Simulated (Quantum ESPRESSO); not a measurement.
Computed NMR tensors in NaLi3F4 (changed cell)

```yaml
crystal:
  lattice:
    - [4.26717, 0.00000, 0.00000]
    - [0.00000, 4.26717, 0.00000]
    - [0.00000, 0.00000, 4.26717]
  atoms:
    - { symbol: Na, position: [0.00000, 0.00000, 0.00000] }
    - { symbol: F, position: [0.50000, 0.00000, 0.00000] }
    - { symbol: Li, position: [0.00000, 0.50000, 0.50000] }
    - { symbol: F, position: [0.50000, 0.50000, 0.50000] }
    - { symbol: Li, position: [0.50000, 0.00000, 0.50000] }
    - { symbol: F, position: [0.00000, 0.00000, 0.50000] }
    - { symbol: Li, position: [0.50000, 0.50000, 0.00000] }
    - { symbol: F, position: [0.00000, 0.50000, 0.00000] }
```
The cell was made here from a computed Materials Project entry: one of 4 Li replaced by Na, cell and atoms relaxed (PBE without dispersion, pw.x of a modified build of Quantum ESPRESSO, symmetry kept). The parent is LiF in Fm-3m. The swapped cell is a model, not a known phase. Stability against distortions was not tested.

Computed: shieldings by PBE GIPAW (Quantum ESPRESSO, JTH PAW datasets), 30 Ha, k-mesh 4×4×4 shifted, f-sum rule met within 0.001 %.

| site | site symmetry | σ_iso (ppm) | span Ω (ppm) |
|---|---|---|---|
| Na (atom 1) | m-3m | 509 | 0 |
| F1 (atoms 2, 6, 8) | 4/mmm | 365 | 15 |
| Li (atoms 3, 5, 7) | 4/mmm | 82 | 1 |
| F2 (atom 4) | m-3m | 369 | 0 |

Ω = σ33 − σ11 of the symmetric part; where symmetry doesn't make it nil, it is less certain than σ_iso.

σ is an absolute shielding without the bulk-susceptibility term: within one crystal shift differences are minus those of σ, between compounds the missing term differs by several ppm. By our sweeps, such settings leave a few ppm in absolute σ. No d partial waves on Na: the paramagnetic term there is incompletely reconstructed. The structure is static (0 K, no zero-point motion).
